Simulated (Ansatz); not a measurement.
Relaxed PbS (rock salt):

```
PbS
1.0
    0.00000     6.00891     6.00891
    3.00445     0.00000     3.00445
    3.00445     3.00445     0.00000
S Pb
2 2
Cartesian
  0.00000   0.00000   0.00000
  0.00000   3.00445   3.00445
  3.00445   3.00445   3.00445
  3.00445   6.00891   6.00891
```

Scan: atom 2 (S, nearest neighbour Pb at 3.004 Å; its periodic images, 4.2 Å or more away, move with it) is displaced along Cartesian z, direction (0.000, 0.000, 1.000) in Cartesian axes, by s. The other atoms stay.

All values below come from PBE (plane waves to 420 eV, PAW, scalar-relativistic; Ansatz, a quantum-chemistry and plane-wave program). k mesh 4×8×8 (Γ-centred), Fermi-Dirac smearing 0.05 eV. The energy includes the smearing's −TS. PbS was relaxed with its symmetry unable to fall. Spin-orbit coupling is left out, though Pb is heavy. ΔE is measured from the undisplaced structure.

Successive frames, forces in eV/Å:

| frame | ΔE (meV/cell) | F on S1 | F on S2 | F on Pb3 | F on Pb4 |
|---|---|---|---|---|---|
| s = 0.180 Å | 41 | (-0.062, 0.062, 0.400) | (0.062, -0.062, -0.473) | (0.010, -0.010, -0.050) | (-0.010, 0.010, 0.123) |
| s = 0.000 Å | 0 | (0.000, 0.000, 0.000) | (0.000, 0.000, 0.000) | (0.000, 0.000, 0.000) | (0.000, 0.000, 0.000) |
| s = -0.180 Å | 41 | (0.062, -0.062, -0.400) | (-0.062, 0.062, 0.473) | (0.010, -0.010, -0.123) | (-0.010, 0.010, 0.050) |

### Question
What are the energy and the forces in the next frame, s = -0.360 Å?

### Answer
ΔE (meV/cell) = 187.

```
atom      Fx      Fy      Fz
----  ------  ------  ------
S1     0.128  -0.128  -0.780
S2    -0.128   0.128   1.222
Pb3    0.041  -0.041  -0.599
Pb4   -0.041   0.041   0.157
```

(A displaced cell: forces are minus the slopes of the energy, force constants its curvatures, and phonons follow from these.)
